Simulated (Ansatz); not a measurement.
## YIn₅Rh: computed properties

All numbers below come from Ansatz 0.2.0, DFT r2SCAN, scalar-relativistic, plane waves, PAW.

Plane waves to 500 eV, a k mesh through Γ of 8×8×6 on the computed 7-atom cell and Gaussian smearing (0.10 eV); no spin polarisation.

The structure is relaxed at this level of theory with its symmetry kept. Whether it is the stable form of this composition wasn't checked.

The structure is tetragonal, space group P4/mmm (No. 123). Conventional cell: a = 4.627 Å, b = 4.627 Å, c = 7.452 Å, α = 90.00°, β = 90.00°, γ = 90.00°. Y (site symmetry 4/mmm) is surrounded by 12 In at 3.23 to 3.27 Å. In (site symmetry 2mm) has 2 Rh at 2.75 Å and 1 In at 2.96 Å as nearest neighbours. In (site symmetry 4/mmm) is surrounded by 8 In at 3.23 Å and 4 Y at 3.27 Å. Rh (site symmetry 4/mmm) is surrounded by 8 In at 2.75 Å.

| Quantity | Value |
| --- | --- |
| Volume per atom | 153.8 bohr³ |
| Generalised Kohn–Sham band gap | none (metal) |
| Density of states at the Fermi level | 1.96 states/eV per cell |
| Löwdin character within 0.5 eV of the Fermi level | In 5p 48 %, Y 4d 20 %, Rh 4d 16 %, In 5s 12 % |
| Bulk modulus | 79 GPa |
| Its pressure derivative | 4.9 |
| Bader charges (e) | Y (1 in the cell) 1.48, In (4 in the cell) 0.01, In (1 in the cell) -0.54, Rh (1 in the cell) -0.99 |

Cost: 9 runs of about 31 core-minutes in all, on Oxide Virtual Turin-like Processor (Zen 5) (shared hosts).